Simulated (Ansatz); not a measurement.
In r²SCAN in the plane-wave PAW code Ansatz, AlV₂C in the hexagonal phase (P6_3/mmc; Al on 2c, V on 4f, C on 2a) relaxes to a = 2.888 Å, c = 13.117 Å. Al has 12 nearest neighbours from 2.73 Å (anticuboctahedral); C has 6 nearest neighbours from 2.01 Å (octahedral). Against the elements it lies at -590 meV/atom, with no fitted shifts.

Electronic character: metallic (no gap).

The bulk modulus is 1840 kbar. The relaxed-ion elastic constants in GPa are C11 = 352, C12 = 91.7, C13 = 107, C33 = 348, C44 = 159. The elastic constants imply a Debye temperature near 763 K. The highest mode at Γ lies at 699 cm^-1. Bader charges are Al -0.32, V +1.04, C -1.77 e.

The r²SCAN relaxation kept the symmetry of its start. No spin polarisation was allowed. As this level gives no gap, shear constants depend on the k-mesh and smearing (Fermi–Dirac, 0.1 eV here). As this level gives no gap, phonon frequencies hold no LO–TO term and depend on the k-mesh and smearing (Fermi–Dirac, 0.1 eV here). The references are the lowest solids computed at this level, not always the standard phases.

Potentials: the earlier of the program's two PAW sets. The files were generated under PBE; for other functionals the program regenerates the frozen cores, and for LDA and PBEsol the local potential too.
